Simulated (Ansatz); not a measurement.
## Trial structures of Ge4Pd: starts and ends

These are results of Ansatz, DFT PBE, scalar-relativistic, plane waves, PAW, not measurements. All cells share a 420 eV cutoff and Γ-centred k meshes spaced at most about 0.3 Å⁻¹ (about 0.25 or finer for metals, 2π included). No spin polarisation in the final relaxations.

Each guess was relaxed in cell and atoms at zero pressure, within the symmetry of its start. All energies are static (0 K, no zero-point motion). Coordination counts Ge atoms around Pd (those within 1.25 times the shortest such distance or 1.15 times the sum of covalent radii; a plus sign parts nearer from farther groups).

```csv
guess,made from,start group,V start (Å³/atom),end group,V end (Å³/atom),coordination at the end,gap on mesh (eV),E over the lowest end (meV/atom)
1,random cell,Im-3m,19.8,Im-3m,21.1,Pd 8,0,232
2,random cell,P4/mmm,20.4,P4/mmm,19.6,Pd 8,0,0
3,random cell,P6/mmm,20.5,P6/mmm,20.1,Pd 6,0,113
4,random cell,P6/mmm,20.8,?,?,?,?,?
5,OsCl4 type,Cmmm,16.7,Cmmm,19.2,Pd 6,0,17
6,Co4H type,P-3m1,16.5,P-3m1,18.4,Pd 6,0,64
```

Guess 4 as it starts:

```
Ge Pd
1.0
     5.33092    0.00000    0.00000
    -2.66546    4.61671    0.00000
     0.00000    0.00000    4.22815
Ge Pd
4 1
Direct
  0.50000 0.00000 0.00000
  0.00000 0.50000 0.00000
  0.50000 0.50000 0.00000
  0.00000 0.00000 0.50000
  0.00000 0.00000 0.00000
```

Question: Fill in the missing row: what does this guess relax into, and where does it rank?

Answer: It ends in space group P6/mmm (No. 191), with a = 5.564 Å, c = 4.765 Å, 25.6 Å³/atom and no gap. It lies 0.44 eV/atom over the lowest end, above guess 1 and so the highest of the set. Counting Ge atoms around Pd, this end has Pd 2+6 and the lowest (guess 2) has Pd 8. The lowest (guess 2) holds Ge–Ge pairs (shortest 2.59 Å); in this end the shortest Ge–Ge distance is 2.78 Å, near bonding range too.

```yaml
crystal:
  lattice:
    - [5.56423, 0.00000, 0.00000]
    - [-2.78211, 4.81876, 0.00000]
    - [0.00000, 0.00000, 4.76506]
  atoms:
    - { symbol: Ge, position: [0.50000, 0.00000, 0.00000] }
    - { symbol: Ge, position: [0.00000, 0.50000, 0.00000] }
    - { symbol: Ge, position: [0.50000, 0.50000, 0.00000] }
    - { symbol: Ge, position: [0.00000, 0.00000, 0.50000] }
    - { symbol: Pd, position: [0.00000, 0.00000, 0.00000] }
```

Energies over the elements count from the elements' standard structures at the same level, with no fitted energy shifts.

Question: Is the lowest end bound against the elements?

Answer: Too close to call: its formation energy is +0.01 eV/atom. The formation energy is too near zero to say whether this cell lies below the elements.

Cells relaxed within their symmetry can be saddle points. A lower structure may well exist outside this small set. Some structure types and database cells were kept out of the candidates from the start, so a known form may be missing.
